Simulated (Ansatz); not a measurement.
OsC (zinc blende, space group No. 216) at seven volumes, DFT-PBEsol in the program Ansatz with PAW potentials, scaled uniformly. One row is withheld.

| V (Å³/atom) | P (GPa) |
|---|---|
| 10.828 | 35.78 |
| 11.185 | 21.90 |
| 11.542 | 10.07 |
| 11.899 | -0.02 |
| 12.256 | -8.62 |
| 12.613 | -15.94 |
| 12.970 | ? |

Fit the shown pressures and predict the withheld one.

Third-order Birch–Murnaghan: P = (3/2)B₀(x^(7/2) − x^(5/2))[1 + (3/4)(B′ − 4)(x − 1)] with x = (V₀/V)^(2/3). Least squares on the six rows gives V₀ = 11.899 Å³/atom, B₀ = 309.9 GPa, B′ = 4.29. At V = 12.970, x = 0.9442 and P = -22.21 GPa. The run itself gave -22.17 GPa.

Space group F-43m (zinc blende). The start of the workflow was typed in or built on a structure type; neither database checked (COD, Materials Project) lists it. Whether it is the stable phase at ambient conditions was not checked. The PBEsol relaxation kept the symmetry of its start. At this level the phase is mechanically unstable. No spin polarisation was allowed. Its formation energy is positive at this level, so the cell may be metastable or incomplete. Spin–orbit coupling is left out wherever it is not named.

Potentials: the earlier of the program's two PAW sets. The files were generated under PBE; for other functionals the program regenerates the frozen cores, and for LDA and PBEsol the local potential too.
